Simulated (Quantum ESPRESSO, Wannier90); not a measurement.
Wannier functions of KHgF3 (Cmmm)

```xyz
5
Lattice="3.2020 -3.2081 0.0000 3.2020 3.2081 0.0000 0.0000 0.0000 4.5244" Properties=species:S:1:pos:R:3 pbc="T T T"
K      0.0000     0.0000     2.2622
Hg     3.2020     0.0000     0.0000
F      1.6010     1.6040     0.0000
F      1.6010    -1.6040     0.0000
F      3.2020     0.0000     2.2622
```

Materials Project entry mp-7483; symmetrised, unrelaxed at this level. COD (Crystallography Open Database) has an entry of this formula and space group (matched by these alone). The atoms lie within 0.1 Å of the higher space group Pm-3m. Level: LDA, no spin polarisation, no spin-orbit coupling; pw.x of Quantum ESPRESSO at 68 Ry with PseudoDojo potentials, 6×6×6 k-points, Wannier90. Density: 8×8×8 mesh, Gaussian smearing 0.01 Ry. Spin-orbit coupling is left out although heavy elements are present.

Bands 12-25 form an isolated set from -6.53 to 0.00 eV relative to the valence-band maximum (on the path) and are turned into 14 Wannier functions by minimising the spread from the start: atomic waves F 2p, Hg 5d.

Question: Where do the functions sit, how wide are they and what are they made of?

Answer: 
```
functions  spread (Å²)  nearest atom, distance (Å)  second atom, distance (Å)  weight on atomic waves
---------  -----------  --------------------------  -------------------------  ----------------------
2                 0.86                     Hg 0.00                     F 2.26              Hg 5d 97 %
3                 0.74                     Hg 0.00                     F 2.26             Hg 5d 100 %
4                 0.65                      F 0.00                    Hg 2.26               F 2p 98 %
4                 0.82                      F 0.00                    Hg 2.27    F 2p 94 %, Hg 6s 4 %
1                 0.99                      F 0.00                    Hg 2.26    F 2p 89 %, Hg 6s 8 %
```

Ω_I = 10.63 Å², Ω_total = 10.86 Å²; the interpolated bands follow pw.x to 0.4 meV rms on the path. Only this start was tried; a symmetric start can stop on a saddle, and mixtures of these functions could lower the total by at most Ω_total − Ω_I.
